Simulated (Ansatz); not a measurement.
Starting cell, BN (zinc blende):

```xyz
4
Lattice="0.0000 3.6241 3.6241 1.8120 0.0000 1.8120 1.8120 1.8120 0.0000" Properties=species:S:1:pos:R:3 pbc="T T T"
N      2.7181     2.7181     2.7181
N      2.7181     4.5301     4.5301
B      0.0000     0.0000     0.0000
B      0.0000     1.8120     1.8120
```

The atoms are displaced by Q × the pattern below (from a DFPT mode at L = (0.5, 0.0, 0.0), largest move 1; Q in Å), at fixed cell. (q is in reciprocal vectors of the primitive cell; the cell shown is doubled to hold the pattern.)

```json
[
 {"atom": "N1", "x": "-0.577", "y": "0.577", "z": "0.577"},
 {"atom": "N2", "x": "0.577", "y": "-0.577", "z": "-0.577"},
 {"atom": "B3", "x": "0.333", "y": "-0.333", "z": "-0.333"},
 {"atom": "B4", "x": "-0.333", "y": "0.333", "z": "0.333"}
]
```

The numbers are results of PBE (plane waves to 420 eV, PAW, scalar-relativistic; Ansatz, a program for electronic structure), not measurements. k mesh 8×16×16 (Γ-centred), Fermi-Dirac smearing 0.05 eV. Energies are smeared free energies. Left out: 2 of 13 points, with atoms too close for the PAW data. BN was relaxed with its symmetry unable to fall. The PAW data are Ansatz's earlier set. The zero of ΔE is the undisplaced structure.

```tsv
Q (Å)	ΔE (meV/cell)
-0.2333	withheld
-0.1867	2378
-0.1400	1254
-0.0933	532
-0.0467	129
0.0000	0
0.0467	129
0.0933	532
0.1400	1254
0.1867	2378
0.2333	withheld
```

Problem. Fit an even polynomial form (powers 2, 4) to the given rows and predict ΔE at Q = 0.2333.

Solution. Least squares on the 9 given rows: ΔE = (58610)·Q² + (275600)·Q⁴, in meV/cell with Q in Å; root-mean-square residual 0.5 meV/cell. At 0.2333 the fit gives 4007 meV/cell; the calculation gives 4034 meV/cell, so the extrapolation is off by -27 (-0.7 %). The quadratic term alone would give 3190 meV/cell.

(For displaced atoms, the force is minus the slope of the energy, and its curvature is a force constant, which sets phonon frequencies.)
